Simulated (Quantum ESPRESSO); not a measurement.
# Hf3AlO7F: finding a planted mistake in a log

Simulated, not a measurement. The program is pw.x of Quantum ESPRESSO 7.5 (plane-wave density functional theory). The cell is made up: 12 atoms on a rutile lattice, with randomly drawn elements, strain and displacements, not relaxed. PseudoDojo standard norm-conserving files (v0.5 for PBE, v0.4.1 for LDA and PBEsol) set the functional; there is no spin polarisation, spin-orbit coupling or dispersion term, and the masses in the input are unused placeholders.

The hafnium pseudopotential is less sure than the others, with forces about 3 percent (worst 6) and pressure in oxides about 1.5 GPa (worst 2.7) from a second method in checks, which no rerun with the same files tests.

Intended input:

```
&control calculation='scf', pseudo_dir='./dojo.nc.sr.pbe.v0_5.standard.upf', outdir='./o', disk_io='low', tprnfor=.true., tstress=.true. /
&system ibrav=0, nat=12, ntyp=4, nbnd=50, ecutwfc=84.00895049, nosym=.true., tot_charge=0,
 occupations='smearing', smearing='fd', degauss=0.0018374661
/
&electrons conv_thr=7.350e-09, electron_maxstep=60, /
ATOMIC_SPECIES
Al 1.0 Al.upf
F 1.0 F.upf
Hf 1.0 Hf.upf
O 1.0 O.upf
CELL_PARAMETERS angstrom
4.8037 0.0156 -0.0511
0.0156 4.809 0.0117
-0.0676 0.0155 6.56
ATOMIC_POSITIONS angstrom
Hf 0.0207 0.04 -0.0039
Hf 2.4671 2.3123 1.5864
Al 0.0801 -0.0902 3.3329
Hf 2.2765 2.5026 4.8449
O 1.453 1.4993 0.001
O 3.605 3.349 0.0139
F 3.867 0.925 1.6757
O 0.984 3.8033 1.6538
O 1.4292 1.4499 3.2362
O 3.3243 3.3746 3.2499
O 3.725 1.0188 4.9976
O 0.8851 3.9186 4.9093
K_POINTS automatic
5 5 4 1 1 1
```

The log is shortened where brackets say so; the opening notice, blank lines, dates and the lines on written files are dropped, and the path of the files is cut. It prints rydbergs, bohrs and kilobars, and counts compression as positive stress. Where no state is partly filled, the Fermi energy that it prints is only some level between the filled and the empty states on the mesh, and need not lie in the true gap.

Log of the intended run:

```
     Program PWSCF v.7.5
     Parallel version (MPI & OpenMP), running on       4 processor cores
     Number of MPI processes:                 4
     Threads/MPI process:                     1
     [start-up lines left out]
     bravais-lattice index     =            0
     lattice parameter (alat)  =       9.0782  a.u.
     unit-cell volume          =    1022.5307 (a.u.)^3
     number of atoms/cell      =           12
     number of atomic types    =            4
     number of electrons       =        88.00
     number of Kohn-Sham states=           50
     kinetic-energy cutoff     =      84.0090  Ry
     charge density cutoff     =     336.0358  Ry
     scf convergence threshold =      7.3E-09
     mixing beta               =       0.7000
     number of iterations used =            8  plain     mixing
     Exchange-correlation= PBE
                           (   1   4   3   4   0   0   0)
     [axes and pseudopotential details left out]
   Cartesian axes
     site n.     atom                  positions (alat units)
         1        Hf     tau(   1) = (   0.0043089   0.0083264  -0.0008118  )
         2        Hf     tau(   2) = (   0.5135515   0.4813283   0.3302250  )
         3        Al     tau(   3) = (   0.0166736  -0.0187760   0.6937764  )
         4        Hf     tau(   4) = (   0.4738762   0.5209412   1.0085143  )
         5        O      tau(   5) = (   0.3024565   0.3120943   0.0002082  )
         6        O      tau(   6) = (   0.7504168   0.6971278   0.0028934  )
         7        F      tau(   7) = (   0.8049547   0.1925480   0.3488137  )
         8        O      tau(   8) = (   0.2048294   0.7916949   0.3442550  )
         9        O      tau(   9) = (   0.2975023   0.3018112   0.6736474  )
        10        O      tau(  10) = (   0.6919863   0.7024567   0.6764992  )
        11        O      tau(  11) = (   0.7753960   0.2120734   1.0403004  )
        12        O      tau(  12) = (   0.1842424   0.8156957   1.0219198  )
     number of k points=    50  Fermi-Dirac smearing, width (Ry)=  0.0018
                       cart. coord. in units 2pi/alat
        k(    1) = (   0.1006659   0.0993448   0.0923422), wk =   0.0400000
        k(    2) = (   0.1026151   0.0988930   0.2754425), wk =   0.0400000
     [further k points left out]
     Dense  grid:   106431 G-vectors     FFT dimensions: (  54,  54,  75)
     Estimated max dynamical RAM per process >     310.59 MB
     Estimated total dynamical RAM >       1.14 GB
     Initial potential from superposition of free atoms
     starting charge      87.9920, renormalised to      88.0000
     Starting wfcs are   66 randomized atomic wfcs
     total cpu time spent up to now is        7.6 secs
     per-process dynamical memory:   236.1 Mb
     Self-consistent Calculation
     iteration #  1     ecut=    84.01 Ry     beta= 0.70
     Davidson diagonalization with overlap
     ethr =  1.00E-02,  avg # of iterations =  2.0
     total cpu time spent up to now is       21.2 secs
     total energy              =    -623.43125746 Ry
     estimated scf accuracy    <       4.12804026 Ry
     iteration #  2     ecut=    84.01 Ry     beta= 0.70
     Davidson diagonalization with overlap
     ethr =  4.69E-03,  avg # of iterations =  3.7
     total cpu time spent up to now is       39.9 secs
     total energy              =    -623.94679152 Ry
     estimated scf accuracy    <       7.38233612 Ry
     [iterations 3 to 12 left out]
     iteration # 13     ecut=    84.01 Ry     beta= 0.70
     Davidson diagonalization with overlap
     ethr =  5.73E-10,  avg # of iterations =  2.0
     total cpu time spent up to now is      229.5 secs
     total energy              =    -625.46015506 Ry
     estimated scf accuracy    <       0.00000003 Ry
     iteration # 14     ecut=    84.01 Ry     beta= 0.70
     Davidson diagonalization with overlap
     ethr =  3.86E-11,  avg # of iterations =  4.0
     total cpu time spent up to now is      247.7 secs
     End of self-consistent calculation
     [lines on levels left out]
     the Fermi energy is     9.8078 ev
!    total energy              =    -625.46015508 Ry
     estimated scf accuracy    <          4.1E-09 Ry
     smearing contrib. (-TS)   =       0.00000000 Ry
     internal energy E=F+TS    =    -625.46015508 Ry
     The total energy is F=E-TS. E is the sum of the following terms:
     one-electron contribution =    -189.74549276 Ry
     hartree contribution      =     139.81471403 Ry
     xc contribution           =    -157.57355081 Ry
     ewald contribution        =    -417.95582554 Ry
     convergence has been achieved in  14 iterations
     Forces acting on atoms (cartesian axes, Ry/au):
     atom    1 type  3   force =     0.03414463   -0.03888907   -0.08347737
     atom    2 type  3   force =    -0.11126564    0.15671037    0.04337093
     atom    3 type  1   force =     0.02516878   -0.03766010    0.02920645
     atom    4 type  3   force =     0.06807849   -0.04112542   -0.03007754
     atom    5 type  4   force =     0.03694557    0.02309626    0.01063187
     atom    6 type  4   force =    -0.10486916   -0.06592199    0.01889742
     atom    7 type  2   force =     0.05734663   -0.05651320    0.02838172
     atom    8 type  4   force =    -0.01649698    0.04621871    0.02972835
     atom    9 type  4   force =    -0.02595988   -0.03110559   -0.00620188
     atom   10 type  4   force =     0.03744655    0.02368960   -0.00976996
     atom   11 type  4   force =     0.03501246   -0.03061842   -0.01554751
     atom   12 type  4   force =    -0.03555144    0.05211885   -0.01514249
     Total force =     0.311844     Total SCF correction =     0.000118
     Computing stress (Cartesian axis) and pressure
          total   stress  (Ry/bohr**3)                   (kbar)     P=      -63.18
  -0.00019269  -0.00045429   0.00013833          -28.35      -66.83       20.35
  -0.00045429  -0.00018316   0.00001524          -66.83      -26.94        2.24
   0.00013833   0.00001524  -0.00091270           20.35        2.24     -134.26
     init_run     :      7.13s CPU      7.45s WALL (       1 calls)
     electrons    :    239.24s CPU    240.18s WALL (       1 calls)
     forces       :      2.99s CPU      3.02s WALL (       1 calls)
     stress       :     10.69s CPU     10.99s WALL (       1 calls)
     [timing details left out]
     PWSCF        :   4m20.25s CPU   4m21.91s WALL
     JOB DONE.
```

A second run was made from an input with one planted mistake. Its log:

```
     Program PWSCF v.7.5
     Parallel version (MPI & OpenMP), running on       4 processor cores
     Number of MPI processes:                 4
     Threads/MPI process:                     1
     [start-up lines left out]
     bravais-lattice index     =            0
     lattice parameter (alat)  =       9.0782  a.u.
     unit-cell volume          =    1022.5307 (a.u.)^3
     number of atoms/cell      =           12
     number of atomic types    =            4
     number of electrons       =        88.00
     number of Kohn-Sham states=           50
     kinetic-energy cutoff     =      84.0090  Ry
     charge density cutoff     =     336.0358  Ry
     scf convergence threshold =      2.9E-02
     mixing beta               =       0.7000
     number of iterations used =            8  plain     mixing
     Exchange-correlation= PBE
                           (   1   4   3   4   0   0   0)
     [axes and pseudopotential details left out]
   Cartesian axes
     site n.     atom                  positions (alat units)
         1        Hf     tau(   1) = (   0.0043089   0.0083264  -0.0008118  )
         2        Hf     tau(   2) = (   0.5135515   0.4813283   0.3302250  )
         3        Al     tau(   3) = (   0.0166736  -0.0187760   0.6937764  )
         4        Hf     tau(   4) = (   0.4738762   0.5209412   1.0085143  )
         5        O      tau(   5) = (   0.3024565   0.3120943   0.0002082  )
         6        O      tau(   6) = (   0.7504168   0.6971278   0.0028934  )
         7        F      tau(   7) = (   0.8049547   0.1925480   0.3488137  )
         8        O      tau(   8) = (   0.2048294   0.7916949   0.3442550  )
         9        O      tau(   9) = (   0.2975023   0.3018112   0.6736474  )
        10        O      tau(  10) = (   0.6919863   0.7024567   0.6764992  )
        11        O      tau(  11) = (   0.7753960   0.2120734   1.0403004  )
        12        O      tau(  12) = (   0.1842424   0.8156957   1.0219198  )
     number of k points=    50  Fermi-Dirac smearing, width (Ry)=  0.0018
                       cart. coord. in units 2pi/alat
        k(    1) = (   0.1006659   0.0993448   0.0923422), wk =   0.0400000
        k(    2) = (   0.1026151   0.0988930   0.2754425), wk =   0.0400000
     [further k points left out]
     Dense  grid:   106431 G-vectors     FFT dimensions: (  54,  54,  75)
     Estimated max dynamical RAM per process >     310.59 MB
     Estimated total dynamical RAM >       1.14 GB
     Initial potential from superposition of free atoms
     starting charge      87.9920, renormalised to      88.0000
     Starting wfcs are   66 randomized atomic wfcs
     total cpu time spent up to now is        7.6 secs
     per-process dynamical memory:   236.1 Mb
     Self-consistent Calculation
     iteration #  1     ecut=    84.01 Ry     beta= 0.70
     Davidson diagonalization with overlap
     ethr =  1.00E-02,  avg # of iterations =  2.0
     total cpu time spent up to now is       21.4 secs
     total energy              =    -623.43125746 Ry
     estimated scf accuracy    <       4.12804026 Ry
     iteration #  2     ecut=    84.01 Ry     beta= 0.70
     Davidson diagonalization with overlap
     ethr =  4.69E-03,  avg # of iterations =  3.7
     total cpu time spent up to now is       40.1 secs
     total energy              =    -623.94679152 Ry
     estimated scf accuracy    <       7.38233612 Ry
     iteration #  3     ecut=    84.01 Ry     beta= 0.70
     Davidson diagonalization with overlap
     ethr =  4.69E-03,  avg # of iterations =  2.2
     total cpu time spent up to now is       55.7 secs
     total energy              =    -625.36759623 Ry
     estimated scf accuracy    <       0.17427733 Ry
     iteration #  4     ecut=    84.01 Ry     beta= 0.70
     Davidson diagonalization with overlap
     ethr =  1.98E-04,  avg # of iterations =  5.0
     total cpu time spent up to now is       76.8 secs
     total energy              =    -625.44961469 Ry
     estimated scf accuracy    <       0.06657560 Ry
     iteration #  5     ecut=    84.01 Ry     beta= 0.70
     Davidson diagonalization with overlap
     ethr =  7.57E-05,  avg # of iterations =  6.6
     total cpu time spent up to now is       95.4 secs
     End of self-consistent calculation
     [lines on levels left out]
     the Fermi energy is     9.8192 ev
!    total energy              =    -625.45366223 Ry
     estimated scf accuracy    <       0.01031791 Ry
     smearing contrib. (-TS)   =       0.00000000 Ry
     internal energy E=F+TS    =    -625.45366223 Ry
     The total energy is F=E-TS. E is the sum of the following terms:
     one-electron contribution =    -189.96651050 Ry
     hartree contribution      =     140.15926709 Ry
     xc contribution           =    -157.69059329 Ry
     ewald contribution        =    -417.95582554 Ry
     convergence has been achieved in   5 iterations
     Forces acting on atoms (cartesian axes, Ry/au):
     atom    1 type  3   force =     0.03683850   -0.04144218   -0.08405870
     atom    2 type  3   force =    -0.11601841    0.16010463    0.03119741
     atom    3 type  1   force =     0.02787105   -0.03891090    0.03027388
     atom    4 type  3   force =     0.06730830   -0.04162840   -0.01845343
     atom    5 type  4   force =     0.03896085    0.02479993    0.00997351
     atom    6 type  4   force =    -0.10629995   -0.06925023    0.01917313
     atom    7 type  2   force =     0.05683020   -0.05557363    0.02899196
     atom    8 type  4   force =    -0.01629822    0.04615151    0.03320209
     atom    9 type  4   force =    -0.02796477   -0.03337855   -0.00369107
     atom   10 type  4   force =     0.04067834    0.02634484   -0.00779988
     atom   11 type  4   force =     0.03445683   -0.02991187   -0.02198771
     atom   12 type  4   force =    -0.03636273    0.05269487   -0.01682120
     Total force =     0.317234     Total SCF correction =     0.234369
     SCF correction compared to forces is large: reduce conv_thr to get better values
     Computing stress (Cartesian axis) and pressure
          total   stress  (Ry/bohr**3)                   (kbar)     P=      -31.76
   0.00002657  -0.00041186   0.00013715            3.91      -60.59       20.18
  -0.00041186   0.00004045   0.00001206          -60.59        5.95        1.77
   0.00013715   0.00001206  -0.00071478           20.18        1.77     -105.15
     init_run     :      7.15s CPU      7.47s WALL (       1 calls)
     electrons    :     87.19s CPU     87.85s WALL (       1 calls)
     forces       :      3.03s CPU      3.06s WALL (       1 calls)
     stress       :     10.80s CPU     11.16s WALL (       1 calls)
     [timing details left out]
     PWSCF        :   1m48.38s CPU   1m49.83s WALL
     JOB DONE.
```

Question: what was wrong in the second input?

Answer: the self-consistency threshold is too loose. The input lines that differ, file-writing options aside:

```
- &electrons conv_thr=7.350e-09, electron_maxstep=60, /
+ &electrons conv_thr=2.940e-02, electron_maxstep=60, /
```

|  | intended run | run with the mistake |
| --- | --- | --- |
| free energy (eV) | -8509.819 | -8509.731 |
| smearing term -TS (eV) | 0.0000 | 0.0000 |
| pressure (GPa) | -6.32 | -3.18 |
| largest force component (eV/Å) | 4.029 | 4.116 |
| largest change of a force component (eV/Å) |  | 0.313 |
| iterations | 14 | 5 |

For scale, a rerun of the intended cell at 1437 eV and a 7 x 7 x 6 mesh moved values by no more than 0.004 eV in energy, 0.03 GPa in stress and 0.002 eV/Å in force.